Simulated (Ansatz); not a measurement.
A geometry of Ti$_{3}$Al away from equilibrium: step 4 of the relaxation of a generated trial cell of Ti3Al in the AFLOW prototype AB3_mC16_12_g_ij (D0_15, as in AlCl3). Method: PBE (plane waves to 420 eV, PAW, scalar-relativistic; Ansatz, a quantum-chemistry and plane-wave program). Γ-centred k-mesh 7×7×6 on the run's cell (coarser than for final values), Fermi–Dirac smearing 0.05 eV.

```
CELL_PARAMETERS angstrom
      2.70640    -4.69508    -0.00934
      2.70640     4.69508    -0.00934
     -1.78060     0.00000     5.52815
ATOMIC_POSITIONS crystal
  Al 0.83451 0.16549 0.00000
  Al 0.16549 0.83451 0.00000
  Ti 0.30117 0.30117 0.31564
  Ti 0.69883 0.69883 0.68436
  Ti 0.90747 0.60234 0.31281
  Ti 0.39766 0.09253 0.68719
  Ti 0.09253 0.39766 0.68719
  Ti 0.60234 0.90747 0.31281
```

**Question.** Predict the force on each atom, in eV/Å.

**Answer.** 
| atom | Fx | Fy | Fz |
|---|---|---|---|
| Al1 | 0.00 | -0.05 | 0.00 |
| Al2 | 0.00 | 0.05 | 0.00 |
| Ti3 | -0.28 | 0.00 | -0.80 |
| Ti4 | 0.28 | 0.00 | 0.80 |
| Ti5 | 0.07 | -0.08 | 0.52 |
| Ti6 | -0.07 | -0.08 | -0.52 |
| Ti7 | -0.07 | 0.08 | -0.52 |
| Ti8 | 0.07 | 0.08 | 0.52 |

**Question.** What is the pressure?

**Answer.** +5.6 GPa, compression positive.

**Question.** How far above the relaxed end point is this geometry?

**Answer.** 0.21 eV/atom; the path ends in C2/m (No. 12).

No spin polarisation in the result.

The run could not lose the symmetry of its start, so the end can be a saddle point.

The end of the path is a generated cell of Ti3Al: the first start was made by placing the elements on the sites of a structure type, and the end was not matched to a known phase here, so it may be hypothetical. Known forms of Ti3Al include space group No. 194.
